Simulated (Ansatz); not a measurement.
Relaxed Te (trigonal-Te type, space group P3_121):

```yaml
crystal:
  lattice:
    - [4.52111, 0.00000, 0.00000]
    - [-2.26056, 3.91540, 0.00000]
    - [0.00000, 0.00000, 5.95492]
  atoms:
    - { symbol: Te, position: [0.26812, 0.00000, 0.33333] }
    - { symbol: Te, position: [0.00000, 0.26812, 0.66667] }
    - { symbol: Te, position: [0.73188, 0.73188, 0.00000] }
```

All values below come from PBE (plane waves to 420 eV, PAW, scalar-relativistic; Ansatz, a program for electronic structure). k mesh 7×7×5 (Γ-centred), Fermi-Dirac smearing 0.05 eV. As the smearing reaches across the gap at some points, energies and forces of such displacements shift with the k mesh and the smearing. Spin-orbit coupling is left out, though Te is heavy. Te was relaxed with its symmetry unable to fall. The PAW data are Ansatz's earlier set.

One atom of the cell was then moved (with its periodic images), all else fixed, and the forces (eV/Å) came out as:

```csv
atom,Fx,Fy,Fz
Te1,0.471,0.311,0.188
Te2,-0.183,-0.068,0.018
Te3,-0.289,-0.243,-0.206
```

Which atom was moved, and by which vector (Å)?

Te1, by (-0.12, -0.12, 0.00), 0.17 Å in all.

(For displaced atoms, the force is minus the slope of the energy, and its curvature is a force constant, which sets phonon frequencies.)
